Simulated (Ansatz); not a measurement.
MoRu3:
```
CELL_PARAMETERS angstrom
      3.80911     0.00000     0.00000
      0.00000     3.80911     0.00000
      0.00000     0.00000     3.80911
ATOMIC_POSITIONS crystal
  Ru 0.00000 0.50000 0.50000
  Ru 0.50000 0.50000 0.00000
  Ru 0.50000 0.00000 0.50000
  Mo 0.00000 0.00000 0.00000
```

Relaxed with PBEsol. Special points in fractions of this cell's reciprocal vectors: Γ (0.000, 0.000, 0.000); X (0.000, 0.500, 0.000); M (0.500, 0.500, 0.000); R (0.500, 0.500, 0.500).

Q: List the band energies nearest the Fermi level at these points for plane-wave PAW PBEsol (Ansatz code).

A: In eV from the Fermi level; about four levels below and three above (degenerate sets whole), none deeper than 8.9 eV; points with the same levels are listed once.

```
k                                below                above
-  -----------------------------------  -------------------
Γ  -5.68 -5.68 -5.68 -2.21 -2.21 -2.21       0.29 0.29 1.79
X              -0.99 -0.58 -0.58 -0.46       0.27 0.27 0.72
M              -1.12 -1.12 -0.23 -0.14       0.26 0.81 0.81
R        -2.30 -2.30 -2.30 -2.08 -2.08  1.01 1.29 1.29 1.29
```

Space group Pm-3m (Cu3Au type). The cell is a constructed one: a structure type filled with these elements; neither database checked (COD, Materials Project) lists it. Whether it is the stable phase at ambient conditions was not checked. The PBEsol relaxation kept the symmetry of its start; whether a distortion lowers the energy is not shown. The run is not spin-polarised. Spin–orbit coupling is left out wherever it is not named.

Potentials: the earlier of the program's two PAW sets. The files were generated under PBE; for other functionals the program regenerates the frozen cores, and for LDA and PBEsol the local potential too.
